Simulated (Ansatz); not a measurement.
A geometry of In₂Ag away from equilibrium: step 2 of the relaxation of a randomly generated symmetric cell of In2Ag (space group No. 129). These are PBEsol (plane waves to 420 eV, PAW, scalar-relativistic; Ansatz, an electronic-structure program) values and carry that method's errors. Γ-centred k-mesh 8×8×4 on the run's cell (coarser than for final values), Fermi–Dirac smearing 0.05 eV.

```
CELL_PARAMETERS angstrom
      4.25220     0.00000     0.00000
      0.00000     4.25220     0.00000
      0.00000     0.00000     8.67892
ATOMIC_POSITIONS crystal
  Ag 0.00000 0.00000 0.50000
  Ag 0.50000 0.50000 0.50000
  In 0.00000 0.50000 0.70649
  In 0.50000 0.00000 0.29351
  In 0.00000 0.00000 0.00000
  In 0.50000 0.50000 0.00000
```

Question: Predict the force on each atom, in eV/Å.

Answer: 
| atom | Fx | Fy | Fz |
|---|---|---|---|
| Ag1 | 0.00 | 0.00 | 0.00 |
| Ag2 | 0.00 | 0.00 | 0.00 |
| In3 | 0.00 | 0.00 | 0.85 |
| In4 | 0.00 | 0.00 | -0.85 |
| In5 | 0.00 | 0.00 | 0.00 |
| In6 | 0.00 | 0.00 | 0.00 |

Question: What is the pressure?

Answer: -1.1 GPa, compression positive.

Question: How far above the relaxed end point is this geometry?

Answer: 0.09 eV/atom; the path ends in P4/nmm (No. 129).

No spin polarisation in the result.

The run could not lose the symmetry of its start: the end is stationary, and may be a saddle point rather than a minimum.

The end of the path is a generated cell of In2Ag: the first start was made by a random draw of sites in a space group, and the end was not matched to a known phase here, so it may be hypothetical.
